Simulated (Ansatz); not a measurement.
Data:

CaHCl:
```cif
data_H2Ca2Cl2
_chemical_formula_sum 'Ca2 H2 Cl2'
_space_group_name_H-M_alt 'P4/nmm :1'
_space_group_IT_number 129
_space_group_name_Hall 'P 4ab 2ab -1ab'
_cell_length_a 3.80623
_cell_length_b 3.80623
_cell_length_c 6.91311
_cell_angle_alpha 90.000
_cell_angle_beta 90.000
_cell_angle_gamma 90.000
loop_
_space_group_symop_operation_xyz
  'x, y, z'
  '-y+1/2, x+1/2, z'
  '-x, -y, z'
  'y+1/2, -x+1/2, z'
  'x+1/2, -y+1/2, -z'
  '-y, -x, -z'
  '-x+1/2, y+1/2, -z'
  'y, x, -z'
  '-x+1/2, -y+1/2, -z'
  'y, -x, -z'
  'x+1/2, y+1/2, -z'
  '-y, x, -z'
  '-x, y, z'
  'y+1/2, x+1/2, z'
  'x, -y, z'
  '-y+1/2, -x+1/2, z'
loop_
_atom_site_label
_atom_site_type_symbol
_atom_site_symmetry_multiplicity
_atom_site_Wyckoff_symbol
_atom_site_fract_x
_atom_site_fract_y
_atom_site_fract_z
_atom_site_occupancy
Ca1 Ca 2 c 0.50000 0.00000 0.19135 1
H1 H 2 a 0.00000 0.00000 0.00000 1
Cl1 Cl 2 c 0.00000 0.50000 0.34678 1
```

This is the r²SCAN-relaxed structure.

All from DFT-r²SCAN in the program Ansatz with PAW potentials, unless another level is named. Estimate the electron effective mass.

0.54, 0.54, 1.1 mₑ (principal values).

What about the formation energy from the elements (no fitted shifts)?

-1.71 eV/atom.

And the hole effective mass?

14, 23, 23 mₑ (principal values).

Predict the band gap.

4.25 eV (direct).

The first step of the workflow began from a Materials Project structure, measured or hypothetical; the Crystallography Open Database files this formula in space group No. 129, but the cells were not matched. Whether it is the stable phase at ambient conditions was not checked. The r²SCAN relaxation kept the symmetry of its start; its stability against distortions is not shown here. The references are the lowest solids computed at this level, not always the standard phases (solids in place of the gases).

Potentials: the later of the program's two PAW sets.
